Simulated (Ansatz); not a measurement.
**EuBi in the WC-type structure**

Computed with Ansatz (plane waves, PAW, 420 eV cutoff): PBE, scalar-relativistic, collinear spin, 10×10×4 k-mesh, Gaussian smearing of 0.05 eV; PAW files: Ansatz's generated set soft_2.

```
CELL_PARAMETERS angstrom
4.25711 0.00000 0.00000
-2.12856 3.68677 0.00000
0.00000 0.00000 9.18965
ATOMIC_POSITIONS crystal
Eu 0.00000 0.00000 0.00000
Bi 0.66667 0.33333 0.25000
Eu 0.00000 0.00000 0.50000
Bi 0.66667 0.33333 0.75000
```

The structure was built from a prototype; whether the compound forms in it isn't claimed.

Magnetic state: antiferromagnetic, site spin moments Eu 6.81, -6.81 μB.

The cell above was scaled in volume, and shape and atoms were relaxed at each volume within its symmetry. Energies are counted from the cell above.

The cell is relaxed to zero pressure at this level.

| V (Å³/atom) | ΔE (meV/atom) | P (GPa) | largest moment (μB) |
| --- | --- | --- | --- |
| 34.07 | 10.6 | 1.7 | 6.81 |
| 34.62 | 5.7 | 1.3 | 6.80 |
| 35.34 | 1.3 | 0.6 | 6.81 |
| 36.06 | 0.0 | 0.0 | 6.81 |
| 36.78 | 1.3 | -0.6 | 6.82 |
| 37.50 | 5.1 | -1.1 | 6.82 |
| 38.58 | 14.7 | -1.8 | 6.83 |
| 39.66 | 28.7 | -2.4 | 6.83 |

Question: What do the points give for the equilibrium volume, the bulk modulus and its pressure derivative (third-order Birch–Murnaghan)?

Answer: V0 = 36.05 Å³/atom, B0 = 29 GPa, B0′ isn't fixed: the energies give 3.2, and a fit of the pressures differs by over 0.35.

B0·V0 = 29.1 GPa × 36.05 Å³ = 6.55 eV/atom sets the scale: near the minimum ΔE ≈ ½ B0 V0 x², with x = V/V0 − 1, and a pressure of 0.29 GPa squeezes the volume by about 1 %. At the ends of the curve: x = −5.5 % predicts 9.8 meV/atom and the run gives 10.6; x = +10.0 % predicts 32.9 meV/atom and the run gives 28.7. The lopsidedness is anharmonic: atoms resist being pushed together more than being pulled apart.

Without a U the 4f levels of Eu lie too near the Fermi level, so their share of the states there, and what hangs on it, is overstated. Spin–orbit coupling, which matters for such heavy elements, is left out. The run wasn't fully tested for a lower electronic state. Site moments are of spin, integrated over atomic spheres. The run is a metal.
